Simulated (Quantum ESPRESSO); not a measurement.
**Kohn-Sham bands of RbMgF3 (cubic perovskite)**

```xyz
5
Lattice="4.0569 0.0000 0.0000 0.0000 4.0569 0.0000 0.0000 0.0000 4.0569" Properties=species:S:1:pos:R:3 pbc="T T T"
Rb     0.0000     0.0000     0.0000
Mg     2.0285     2.0285     2.0285
F      0.0000     2.0285     2.0285
F      2.0285     0.0000     2.0285
F      2.0285     2.0285     0.0000
```

Cell from Materials Project (mp-8402), symmetrised, no further relaxation. Not found in the COD (Crystallography Open Database) copy used; not checked further. Computed values, not measurements, from PBEsol: Quantum ESPRESSO (norm-conserving PseudoDojo potentials, cutoff 68 Ry, spinors with spin-orbit coupling) on a Γ-centred 6×6×6 mesh, then Wannier90. Density: 8×8×8 mesh, cold smearing 0.01 Ry.

Energies are relative to the valence-band maximum; weights are on the orthonormalised atomic waves of the pseudopotential files, averaged over the group. 40 electrons a cell are treated as valence.

Problem. Into which isolated groups do the bands fall, where do they lie and what are they made of?

Solution. 
```tsv
bands	from (eV)	to (eV)	filling	weight on atomic waves
1–2	-70.76	-70.76	filled	Mg 2s 99 %
3–4	-37.89	-37.89	filled	Mg 2p 100 %
5–8	-37.61	-37.60	filled	Mg 2p 100 %
9–10	-22.05	-21.83	filled	Rb 4s 95 %
11–16	-19.67	-19.21	filled	F 2s 95 %
17–18	-7.13	-6.64	filled	Rb 4p 95 %, F 2p 4 %
19–22	-6.40	-5.71	filled	Rb 4p 93 %, F 2p 6 %
23–40	-3.79	0.00	filled	F 2p 95 %
```

The Kohn-Sham gap over both meshes and the path is 7.17 eV.
